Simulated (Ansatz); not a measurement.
MgO (wurtzite, space group No. 186), DFT-PBEsol in the program Ansatz with PAW potentials. The conduction-band minimum lies at Γ, with 1 equivalent valley. Second derivatives d²E/dk² of the lowest band at one valley (eV·Å²), along Cartesian directions:

```tsv
direction	d²E/dk²
[100]	22.43
[010]	22.43
[001]	23.19
[110]	22.43
[101]	22.81
[011]	22.81
```

Q: Find the principal effective masses, the density-of-states mass and the conductivity mass.

A: Off-diagonal terms follow from H_xy = H[110] − (H_xx + H_yy)/2, and m*/mₑ = 7.620 eV·Å² over each eigenvalue: 0.33, 0.34, 0.34. One valley's DOS mass (m₁m₂m₃)^(1/3) = 0.34, conductivity mass 3/(Σ 1/mᵢ) = 0.34 mₑ.

Q: What effective density of states Nc follows at 300 K for parabolic valleys?

A: Nc = 2.509e19 × 1 × (0.34)^(3/2) ≈ 5.0e18 cm⁻³.

Q: With the computed static dielectric constant 6.17 (mean of the diagonal), estimate a hydrogenic donor's binding energy and radius.

A: E = 13.606 eV × 0.34/6.17² ≈ 120 meV; a = 0.529 Å × ε/m* ≈ 9.6 Å. Semilocal masses tend to be too small where the gap is.

Space group P6_3mc (wurtzite). The workflow started from a Materials Project entry (that database holds measured and hypothetical structures alike); the Crystallography Open Database copy checked does not list it. It is not the phase usual at ambient conditions (space group No. 225). The cell was relaxed with PBEsol under the symmetry of its start; phonons on a q-mesh show no instability.

Potentials: the later of the program's two PAW sets.
